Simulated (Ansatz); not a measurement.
YMn2Si2 in space group I4/mmm (No. 139; Si on 4e, Mn on 4d, Y on 2a), plane-wave PAW PBE (Ansatz code), all energies at zero smearing, with the estimated change up to a 700 eV cutoff added, with one set of potentials and settings (totals compare only within such a set). Cell of 5 atoms (2 Si, 2 Mn, 1 Y): -12921.129 eV.

```csv
element,reference phase,E (eV/atom)
Si,"Fd-3m, 2 atoms in the cell",-635.8096
Mn,"I-43m, 29 atoms in the cell, spin-polarised",-3898.8617
Y,"P6_3/mmc, 2 atoms in the cell",-3848.6668
```

Formation energy per atom, worked out: (-12921.129 − 2×(-635.8096) − 2×(-3898.8617) − 1×(-3848.6668))/5 = -0.624 eV/atom (-60 kJ per mol of atoms), at 0 K, without zero-point energy or fitted corrections.

The workflow started from an entry of the Crystallography Open Database (COD). Whether it is the stable phase at ambient conditions was not checked. The cell was relaxed with PBE under the symmetry of its start; whether a distortion lowers the energy is not shown. Magnetic state: ferromagnetic, chosen from 2 collinear starts compared on coarse meshes (ties went to the first, and starts can fall back to one state), not a proven ground state. The references are the lowest solids computed at this level, not always the standard phases.

Potentials: the later of the program's two PAW sets.
